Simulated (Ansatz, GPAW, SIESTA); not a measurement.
## GaGe3: programs and potentials compared

```
Ge Ga
1.0
     4.27847    0.00000    0.00000
     0.00000    4.27847    0.00000
     0.00000    0.00000    4.27847
Ge Ga
3 1
Direct
  0.50000 0.50000 0.00000
  0.50000 0.00000 0.50000
  0.00000 0.50000 0.50000
  0.00000 0.00000 0.00000
```

The cell comes from a database or a generator and needn't be the stable form of this composition.

Alike in all runs: task band structure; functional LDA; k mesh 6 × 6 × 6; occupations fermi-dirac, width 0.05 eV; no spin polarisation; no spin-orbit coupling. LDA stands for any of its common fits. Pressure is positive in compression and, in plane waves, holds the error of the finite cutoff, which Ansatz's Pulay term estimates and takes out.

| program and potentials | plane-wave cutoff (eV) | notes | pressure (GPa) |
| --- | --- | --- | --- |
| Ansatz, Ansatz PAW | 420 | potentials made for PBE, which Ansatz adapts in part; 13.75 valence electrons an atom on average; Pulay term of +0.03 GPa included | -4.86 |
| GPAW, the program's PAW data sets (release 1.2.1) made for this functional | 600 | 3.75 valence electrons an atom on average | -5.10 |
| SIESTA, files PseudoDojo sr-lda-0.4.1-standard, DZP (energy shift 0.003 Ry; two zetas on semicore shells) | - | atomic basis; 13.75 valence electrons an atom on average | -4.17 |
| Ansatz, all-electron LAPW, scalar-relativistic | - | - | -4.82 |

The pressure spans -5.10 (GPAW, the program's PAW data sets (release 1.2.1) made for this functional) to -4.17 GPa (SIESTA, files PseudoDojo sr-lda-0.4.1-standard, DZP (energy shift 0.003 Ry; two zetas on semicore shells)), with all-electron results at -4.82. Rows in atomic bases carry the error of their basis and grid, which can be large.

Differences between rows come from potentials, basis sets and numerical settings, since the functional is the same but for its coding. Runs on potential files found faulty are left out.
